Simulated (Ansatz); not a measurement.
According to the program Ansatz at the PBEsol level (PAW), In₂SeS in the trigonal phase (P3m1; In on 1a, In on 1b, Se on 1b, S on 1a) relaxes to a = 4.009 Å, c = 9.217 Å. In on 1a has 4 nearest neighbours from 2.41 Å (tetrahedral); In on 1b has 3 nearest neighbours from 2.76 Å (trigonal pyramidal); Se has 3 nearest neighbours from 2.63 Å (trigonal pyramidal). Against the elements it lies at -377 meV/atom, with no fitted shifts.

It is gapped at this level: 0.38 eV (indirect). The valence maximum lies at K and the conduction minimum at A. Gap from PBEsol with spin–orbit coupling: 0.37 eV. The electron mass is 0.17, 0.17, 0.20 mₑ (principal values). The hole mass is 0.48, 0.68, 0.68 mₑ (principal values).

The relaxed-ion elastic constants in GPa are C11 = 40.2, C12 = 14.6, C13 = 2.8, C14 = 0.1, C33 = 12.2, C44 = -2.2. Perturbation theory gives ε∞ = 7.73 (xx = yy), 6.40 (zz). Born charges are In +1.29 to +2.23, Se -1.83, S -1.69 e. Without the LO–TO term the highest mode at Γ lies at 339 cm⁻¹.

The start of the workflow was typed in or built on a structure type; neither database checked (COD, Materials Project) lists it. Whether it is the stable phase at ambient conditions was not checked. Symmetry was held in the PBEsol relaxation. At this level the phase is mechanically unstable. The references are the lowest solids computed at this level, not always the standard phases. Scalar-relativistic: spin–orbit coupling is off unless named, which matters more the heavier the elements.

Potentials: the earlier of the program's two PAW sets. The files were generated under PBE; for other functionals the program regenerates the frozen cores, and for LDA and PBEsol the local potential too.
